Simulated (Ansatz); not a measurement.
ZnO:
```cif
data_O2Zn2
_chemical_formula_sum 'Zn2 O2'
_space_group_name_H-M_alt 'P63/mmc'
_space_group_IT_number 194
_space_group_name_Hall '-P 6c 2c'
_cell_length_a 2.97766
_cell_length_b 2.97766
_cell_length_c 5.11887
_cell_angle_alpha 90.000
_cell_angle_beta 90.000
_cell_angle_gamma 120.000
loop_
_atom_site_label
_atom_site_type_symbol
_atom_site_symmetry_multiplicity
_atom_site_Wyckoff_symbol
_atom_site_fract_x
_atom_site_fract_y
_atom_site_fract_z
_atom_site_occupancy
Zn1 Zn 2 a 0.00000 0.00000 0.00000 1
O1 O 2 c 0.33333 0.66667 0.25000 1
```

Relaxed with PBEsol. PBEsol (plane waves, PAW; program Ansatz) gives a gap of 0.68 eV.

Problem. What gap does HSE06 give on the same cell (Ansatz, PAW)?

Solution. 2.50 eV, 1.82 eV more. The hybrid was solved on a coarser mesh and at special points; its gap is the smallest among all of these.

```tsv
k	v1 PBEsol	c1 PBEsol	v1 HSE06	c1 HSE06
Γ	0.00	0.68	0.00	2.50
A	-0.54	3.77	?	?
K	-1.86	6.03	?	?
M	-0.05	5.95	?	?
L	-1.20	5.06	?	?
```

Problem. Top valence (v1) and lowest conduction level (c1) in eV from each method's valence maximum (which need not be a listed point): supply the withheld HSE06 values.

Solution. 
- M, v1 HSE06: -0.07
- M, c1 HSE06: 7.95
- K, v1 HSE06: -2.02
- K, c1 HSE06: 8.34
- L, v1 HSE06: -1.25
- L, c1 HSE06: 7.15
- A, v1 HSE06: -0.49
- A, c1 HSE06: 5.69

Cost on shared cores: the PBEsol run (SCF on a 11×11×6 mesh, then bands and DOS) roughly 18 core-seconds, the HSE06 run (SCF on 8×8×4, then a few points) around 4 core-minutes (rough); the tasks are unlike.

Space group P6_3/mmc (NiAs type). The start of the workflow was typed in or built on a structure type; the Crystallography Open Database copy checked does not list it. It is not the phase usual at ambient conditions (space group No. 186). The cell was relaxed with PBEsol under the symmetry of its start; of distortions, only those at the zone centre were tested.

Potentials: the later of the program's two PAW sets.
